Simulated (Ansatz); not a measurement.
An elastic tensor (GPa, Voigt order, standard axes) from plane-wave PAW PBEsol (Ansatz code):

```
 151   122   122   0.0   0.0   0.0
 122   151   122   0.0   0.0   0.0
 122   122   151   0.0   0.0   0.0
 0.0   0.0   0.0  45.7   0.0   0.0
 0.0   0.0   0.0   0.0  45.7   0.0
 0.0   0.0   0.0   0.0   0.0  45.7
```

Pick the material that matches.
(A) LaHg, CsCl type
(B) YZn, CsCl type
(C) YIn, CsCl type
(D) ZrCu, CsCl type

D, ZrCu, CsCl type

Space group Pm-3m (CsCl type). The workflow started from a Materials Project entry (that database holds measured and hypothetical structures alike); the Crystallography Open Database copy checked does not list it. Its standing as an ambient phase is unchecked. The cell was relaxed with PBEsol under the symmetry of its start; whether a distortion lowers the energy is not shown. The run is not spin-polarised. As this level gives no gap, shear constants depend on the k-mesh and smearing (Fermi–Dirac, 0.1 eV here).

Potentials: the later of the program's two PAW sets.
